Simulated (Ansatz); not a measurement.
MoSi₂ (MoSi2 type, space group I4/mmm)

```
CELL_PARAMETERS angstrom
     -1.60846     1.60846     3.93652
      1.60846    -1.60846     3.93652
      1.60846     1.60846    -3.93652
ATOMIC_POSITIONS crystal
  Mo 0.00000 0.00000 0.00000
  Si 0.33511 0.33511 0.00000
  Si 0.66489 0.66489 0.00000
```

The volume is varied about the relaxed value V₀ at fixed cell shape. The atoms relax within the cell's symmetry.

Method: PBE (plane waves to 420 eV, PAW, scalar-relativistic; Ansatz, a program for electronic structure). k mesh 20×20×20 (Γ-centred), Fermi-Dirac smearing 0.05 eV. The energy includes the smearing's −TS. With the shape held, the modulus is that of even scaling; a crystal free to change shape is softer. MoSi2 is run without spin polarisation. MoSi2 was relaxed with its symmetry unable to fall. The zero of ΔE is the relaxed starting cell. The last digit holds for this mesh only.

```json
[
 {"V (Å³/atom)": "12.764", "ΔE (meV/atom)": "35.1"},
 {"V (Å³/atom)": "12.900", "ΔE (meV/atom)": "23.9"},
 {"V (Å³/atom)": "13.036", "ΔE (meV/atom)": "15.0"},
 {"V (Å³/atom)": "13.172", "ΔE (meV/atom)": "8.3"},
 {"V (Å³/atom)": "13.307", "ΔE (meV/atom)": "3.6"},
 {"V (Å³/atom)": "13.443", "ΔE (meV/atom)": "0.9"},
 {"V (Å³/atom)": "13.579", "ΔE (meV/atom)": "0.0"},
 {"V (Å³/atom)": "13.715", "ΔE (meV/atom)": "0.9"},
 {"V (Å³/atom)": "13.851", "ΔE (meV/atom)": "3.4"},
 {"V (Å³/atom)": "13.986", "ΔE (meV/atom)": "7.4"},
 {"V (Å³/atom)": "14.122", "ΔE (meV/atom)": "12.9"},
 {"V (Å³/atom)": "14.258", "ΔE (meV/atom)": "19.9"},
 {"V (Å³/atom)": "14.394", "ΔE (meV/atom)": "28.1"}
]
```

### Question
What bulk modulus at fixed cell shape B₀ follows from a third-order Birch-Murnaghan fit?

### Answer
205 GPa.

### Question
What is the fitted pressure derivative B₀′?

### Answer
4.5.

(A scan under strain: stresses follow from slopes of the energy per volume, elastic moduli from its curvatures.)
